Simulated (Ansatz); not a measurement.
The cell of YZr2O2 is invented: random cell by space group and Wyckoff sites (P6mm, No. 183). Its size is a rough estimate.

Space group P6mm (No. 183). a = 4.060 Å, b = 4.060 Å, c = 5.622 Å, α = 90.00°, β = 90.00°, γ = 120.00°
```json
{"atom": "Y", "site": "1a", "symmetry": "6mm", "x": "0.0000", "y": "0.0000", "z": "0.0285"}
{"atom": "Zr", "site": "2b", "symmetry": "3m.", "x": "0.3333", "y": "0.6667", "z": "0.5397"}
{"atom": "O", "site": "2b", "symmetry": "3m.", "x": "0.3333", "y": "0.6667", "z": "0.0598"}
```

Level of theory: DFT PBE, scalar-relativistic, plane waves, PAW in Ansatz. Cutoff 420 eV, Gaussian smearing, Γ-centred meshes. Cell and atoms relax first on a coarse mesh and then on a finer one. In between, the cell is made exact in the group found at 0.06 Å. In metals the finer mesh still leaves noise of several meV/atom or more. The steps can't lower the symmetry of their start. No spin polarisation in the relaxation; trial moments died out in a coarse test.

A guess keeps its type if space group and coordination stay and the shape of the cell changes little (axis ratios within about 15 %, angles within 6°); the volume may change.

Task: Will the relaxed cell still be of the starting type?

Result: It doesn't keep its type. The symmetry goes from P6mm (No. 183) to P6/mmm (No. 191). The volume per atom grows by 13.2 %, from 16.1 to 18.2 Å³. The shortest distance goes from 2.34 Å (O–O and Zr–Zr) to 2.05 Å (Zr–O). Counting neighbours within 15 % of an atom's shortest distance, the start has O 6, Y 6, Zr 3 and the end O 2, Y 6, Zr 2. In detail, at the end Y is surrounded by 6 O at 2.92 Å and 12 Zr at 3.57 Å; Zr has 2 O at 2.05 Å, 3 Zr at 2.92 Å, 6 O at 3.57 Å and 6 Y at 3.57 Å; around O lie 2 Zr at 2.05 Å, 3 O at 2.92 Å and 3 Y at 2.92 Å.

Space group P6/mmm (No. 191). a = 5.059 Å, b = 5.059 Å, c = 4.097 Å, α = 90.00°, β = 90.00°, γ = 120.00°
| atom | site | symmetry | x | y | z |
| --- | --- | --- | --- | --- | --- |
| Y | 1a | 6/mmm | 0.0000 | 0.0000 | 0.0000 |
| Zr | 2d | -6m2 | 0.3333 | 0.6667 | 0.5000 |
| O | 2c | -6m2 | 0.3333 | 0.6667 | 0.0000 |

The last run used a 12×12×10 mesh (in the run's order of axes) for its 5-atom cell and Gaussian smearing of 0.10 eV. An odd number of electrons in the primitive cell allows no gap without spin; a larger cell or a magnetic state could open one. Symmetry constrained the relaxation, so the result can be a saddle point. Another cell of YZr2O2 relaxed alike, in P-3m1, lies 0.44 eV/atom lower, so this cell isn't the stable form at this level.
